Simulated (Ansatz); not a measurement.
Consider the following.

ScBi:
```
ScBi
1.0
    0.00000     2.93720     2.93720
    2.93720     0.00000     2.93720
    2.93720     2.93720     0.00000
Sc Bi
1 1
Direct
  0.50000   0.50000   0.50000
  0.00000   0.00000   0.00000
```

This is the LDA-relaxed structure.

Q: All from LDA (plane waves, PAW; program Ansatz), unless another level is named. Estimate the Poisson's ratio.

A: 0.28.

Q: What about the highest zone-centre frequency?

A: 203 cm⁻¹.

Space group Fm-3m (rock salt). The workflow started from a Materials Project entry (that database holds measured and hypothetical structures alike); the Crystallography Open Database copy checked does not list it. With Sc and Bi taken as one species the cell has the higher symmetry Pm-3m, so it may be an ordered model of a mixed-site phase. Whether it is the stable phase at ambient conditions was not checked. Symmetry was held in the LDA relaxation; of distortions, only those at the zone centre were tested. The run is not spin-polarised. As this level gives no gap, phonon frequencies hold no LO–TO term and depend on the k-mesh and smearing (Fermi–Dirac, 0.1 eV here). Scalar-relativistic: spin–orbit coupling is off unless named, which matters more the heavier the elements.

Potentials: the later of the program's two PAW sets.
